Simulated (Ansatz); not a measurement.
The start is a relaxed Nb cell displaced along its unstable phonon at q = (0, 0, ½) of its primitive reciprocal cell (111i cm⁻¹), largest move 0.15 Å. The cell and all atomic positions are relaxed at zero pressure with r2SCAN (plane waves to 500 eV, PAW, scalar-relativistic; Ansatz, a quantum-chemistry and plane-wave program). The first steps use a coarse 13×13×6 k-mesh.

Starting cell:
```
Nb
1.0
    2.86039     0.00000     0.00000
   -1.43020     2.47717     0.00000
    0.00000     0.00000     5.42696
Nb
2
Direct
  0.03028   0.06055   0.00000
  0.96972   0.93945   0.50000
```

Question: What is the largest force in the starting geometry, and on which atom (counted from 1)?

Answer: 0.48 eV/Å, on Nb1, Nb2 (atoms numbered as listed).

Question: By how much does the energy per atom fall from start to end?

Answer: 0.38 eV/atom.

Question: How does the volume change?

Answer: -3.9 %, from 19.23 to 18.48 Å³/atom.

Question: Is the parent structure recovered?

Answer: It does not go back: it reaches Cmcm (No. 63), AFLOW prototype A_oC4_63_c (A20), 0.42 eV/atom below the parent.

Question: Is the relaxed structure metallic? Give its gap.

Answer: No gap (metallic).

Question: What does it relax into? Give the structure.

Answer: 
Space group Cmcm (No. 63); a = 2.6404 Å, b = 5.6012 Å, c = 4.9972 Å, α = 90.00°, β = 90.00°, γ = 90.00°

```
atom  site  symmetry       x       y       z
----  ----  --------  ------  ------  ------
Nb      4c       m2m  0.0000  0.1338  0.2500
```
(The calculation used a cell of 2 atoms; values per cell refer to that cell.)

Final values are on a 19×19×9 k-mesh of the relaxed cell. No spin polarisation in the result.

The run could not lose the symmetry of its start, so the end can be a saddle point.

The relaxed structure here is a generated cell of Nb: the first start was made by placing the elements on the sites of a structure type, and the end was not matched to a known phase here, so it may be hypothetical. Known forms of Nb include space group No. 229.
